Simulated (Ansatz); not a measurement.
A relaxation computed with Ansatz, from input to last step.

```yaml
crystal:
  lattice:
    - [5.912182085, 0.0, 0.0]
    - [-2.9560910425, 5.1200998774, 0.0]
    - [0.0, 0.0, 4.756222]
  atoms:
    - { symbol: Ti, position: [0.164251, 0.328502, 0.75] }
    - { symbol: Ti, position: [0.671498, 0.835749, 0.75] }
    - { symbol: Ti, position: [0.164251, 0.835749, 0.75] }
    - { symbol: Ti, position: [0.835749, 0.671498, 0.25] }
    - { symbol: Ti, position: [0.328502, 0.164251, 0.25] }
    - { symbol: Ti, position: [0.835749, 0.164251, 0.25] }
    - { symbol: Sn, position: [0.66666667, 0.33333333, 0.75] }
    - { symbol: Sn, position: [0.33333333, 0.66666667, 0.25] }
basis:
  ecutwfc: 420
kpoints:
  mp_grid: { grid: [6, 6, 8] }
hamiltonian:
  xc: pbesol
scf:
  occupations: { method: gaussian, width: 0.1 }
output:
  forces: true
  stress: true
  eigenvalues: true
relax:
  adjacent_minimum: "off"
  f_tol: 0.005
  max_steps: 80
  cell: { stress_tol: 0.05 }
```

```bash
ansatz run input.yaml --threads 2 --pin off --max-ram 5120MiB --backend cpu --events-out ev --progress --plain --runs-dir out
```

These are results of DFT PBEsol, scalar-relativistic, plane waves, PAW (Ansatz), not measurements.

Of 5 frames 5 are shown, positions in Å and forces in eV/Å; the SCF threshold varies from step to step. Steps run on the plane waves of an earlier cell, with a Pulay correction in the pressure. The basis is chosen afresh for the last frame, the zero of the energies, and at times for earlier ones too; energy and pressure step there, also at an unchanged geometry. The mark taken_back stands on steps that the optimiser undid.

```xyz
8
Lattice="5.9122 0.0000 0.0000 -2.9561 5.1201 0.0000 0.0000 0.0000 4.7562" Properties=species:S:1:pos:R:3:forces:R:3 pbc="T T T" step=1 free_energy_over_end_meV_per_atom=8.86 pressure_GPa=-4.28
Ti    0.0000    1.6820    3.5672    0.0000   -0.0258    0.0000
Ti    1.4995    4.2791    3.5672    0.0223    0.0129    0.0000
Ti   -1.4995    4.2791    3.5672   -0.0223    0.0129    0.0000
Ti    2.9561    3.4381    1.1891    0.0000    0.0258    0.0000
Ti    1.4566    0.8410    1.1891   -0.0223   -0.0129    0.0000
Ti    4.4556    0.8410    1.1891    0.0223   -0.0129    0.0000
Sn    2.9561    1.7067    3.5672    0.0000    0.0000    0.0000
Sn    0.0000    3.4134    1.1891    0.0000    0.0000    0.0000
8
Lattice="5.7066 0.0000 0.0000 -2.8533 4.9421 0.0000 0.0000 0.0000 4.6056" Properties=species:S:1:pos:R:3:forces:R:3 pbc="T T T" step=2 free_energy_over_end_meV_per_atom=31.46 pressure_GPa=9.61 taken_back
Ti    0.0000    1.6284    3.4542    0.0000   -0.0466    0.0000
Ti    1.4431    4.1279    3.4542    0.0404    0.0233    0.0000
Ti   -1.4431    4.1279    3.4542   -0.0404    0.0233    0.0000
Ti    2.8533    3.3137    1.1514    0.0000    0.0466    0.0000
Ti    1.4103    0.8142    1.1514   -0.0404   -0.0233    0.0000
Ti    4.2964    0.8142    1.1514    0.0404   -0.0233    0.0000
Sn    2.8533    1.6474    3.4542    0.0000    0.0000    0.0000
Sn    0.0000    3.2947    1.1514    0.0000    0.0000    0.0000
8
Lattice="5.8467 0.0000 0.0000 -2.9233 5.0634 0.0000 0.0000 0.0000 4.7066" Properties=species:S:1:pos:R:3:forces:R:3 pbc="T T T" step=3 free_energy_over_end_meV_per_atom=-0.01 pressure_GPa=-0.46
Ti    0.0000    1.6628    3.5299    0.0000   -0.0066    0.0000
Ti    1.4833    4.2319    3.5299    0.0058    0.0033    0.0000
Ti   -1.4833    4.2319    3.5299   -0.0058    0.0033    0.0000
Ti    2.9233    3.4005    1.1766    0.0000    0.0066    0.0000
Ti    1.4401    0.8314    1.1766   -0.0058   -0.0033    0.0000
Ti    4.4066    0.8314    1.1766    0.0058   -0.0033    0.0000
Sn    2.9233    1.6878    3.5299    0.0000    0.0000    0.0000
Sn    0.0000    3.3756    1.1766    0.0000    0.0000    0.0000
8
Lattice="5.8393 0.0000 0.0000 -2.9197 5.0570 0.0000 0.0000 0.0000 4.7003" Properties=species:S:1:pos:R:3:forces:R:3 pbc="T T T" step=4 free_energy_over_end_meV_per_atom=-0.11 pressure_GPa=0.03
Ti    0.0000    1.6604    3.5253    0.0000   -0.0015    0.0000
Ti    1.4818    4.2268    3.5253    0.0013    0.0008    0.0000
Ti   -1.4818    4.2268    3.5253   -0.0013    0.0008    0.0000
Ti    2.9197    3.3967    1.1751    0.0000    0.0015    0.0000
Ti    1.4379    0.8302    1.1751   -0.0013   -0.0008    0.0000
Ti    4.4014    0.8302    1.1751    0.0013   -0.0008    0.0000
Sn    2.9197    1.6857    3.5253    0.0000    0.0000    0.0000
Sn    0.0000    3.3713    1.1751    0.0000    0.0000    0.0000
8
Lattice="5.8393 0.0000 0.0000 -2.9197 5.0570 0.0000 0.0000 0.0000 4.7003" Properties=species:S:1:pos:R:3:forces:R:3 pbc="T T T" step=5 free_energy_over_end_meV_per_atom=0.00 pressure_GPa=0.03
Ti    0.0000    1.6604    3.5253    0.0000   -0.0016    0.0000
Ti    1.4818    4.2268    3.5253    0.0014    0.0008    0.0000
Ti   -1.4818    4.2268    3.5253   -0.0014    0.0008    0.0000
Ti    2.9197    3.3967    1.1751    0.0000    0.0016    0.0000
Ti    1.4379    0.8302    1.1751   -0.0014   -0.0008    0.0000
Ti    4.4014    0.8302    1.1751    0.0014   -0.0008    0.0000
Sn    2.9197    1.6857    3.5253    0.0000    0.0000    0.0000
Sn    0.0000    3.3713    1.1751    0.0000    0.0000    0.0000
```

Time: 18 s on 2 threads of AMD EPYC 9R45 96-Core Processor (Zen 5) (shared host), peak memory 0.68 GiB.